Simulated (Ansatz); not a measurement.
Ga$_{2}$O$_{3}$ (beta-Ga2O3 type, space group C2/m)

```xyz
10
Lattice="6.2276 -1.5417 0.0000 6.2276 1.5417 0.0000 -1.3923 0.0000 5.7103" Properties=species:S:1:pos:R:3 pbc="T T T"
Ga     0.0133     0.0000     4.5380
Ga    11.0496     0.0000     1.1723
Ga     7.7644     0.0000     1.7940
Ga     3.2986     0.0000     3.9164
O      1.8842     0.0000     0.6235
O      9.1787     0.0000     5.0868
O      1.3778     0.0000     3.2227
O      9.6851     0.0000     2.4876
O      5.8207     0.0000     1.4659
O      5.2422     0.0000     4.2444
```

The volume is varied about the relaxed value V₀ at fixed cell shape. The atoms relax within the cell's symmetry.

Computed with PBE (plane waves to 420 eV, PAW, scalar-relativistic; Ansatz, a program for electronic structure). k mesh 11×11×6 (Γ-centred), Fermi-Dirac smearing 0.05 eV. E stands for the smeared free energy. Stress and pressure are positive under compression. Ga2O3 was relaxed with its symmetry unable to fall. The zero of ΔE is the relaxed starting cell.

Question: What ΔE (eV/atom) and P (GPa) does the calculation give at V/V₀ = 0.940, 0.955, 0.970, 0.985, 1.015, 1.030, 1.045, 1.060?

Answer: 
| V/V₀ | ΔE (eV/atom) | P (GPa) |
|---|---|---|
| 0.940 | 0.0215 | 11.0 |
| 0.955 | 0.0118 | 7.9 |
| 0.970 | 0.0051 | 5.1 |
| 0.985 | 0.0012 | 2.4 |
| 1.015 | 0.0012 | -2.3 |
| 1.030 | 0.0046 | -4.4 |
| 1.045 | 0.0101 | -6.3 |
| 1.060 | 0.0176 | -8.1 |

(A scan under strain: stresses follow from slopes of the energy per volume, elastic moduli from its curvatures.)
